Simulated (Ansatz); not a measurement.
Relaxed-ion elastic tensor of C in space group C2/c (No. 15; C on 8f, C on 8f) in GPa (Voigt order), the program Ansatz at the PBEsol level (PAW); density 2.33 g/cm³, 8.55 Å³ per atom.

```csv
,1,2,3,4,5,6
1,351,3.2,80.3,0.0,-114,0.0
2,3.2,12.0,2.3,0.0,-0.2,0.0
3,80.3,2.3,624,0.0,-83.0,0.0
4,0.0,0.0,0.0,2.1,0.0,-2.1
5,-114,-0.2,-83.0,0.0,281,0.0
6,0.0,0.0,0.0,-2.1,0.0,-1.8
```

### Question
Is the crystal mechanically stable?

### Answer
No: the smallest eigenvalue of C is -2.7 GPa.

The start of the workflow was typed in or built on a structure type; neither database checked (COD, Materials Project) lists it. It is not the phase usual at ambient conditions (space group No. 194, 227). The PBEsol relaxation kept the symmetry of its start. At this level the phase is mechanically unstable. The volume moved by 100 % from the start of the relaxation.

Potentials: the later of the program's two PAW sets.
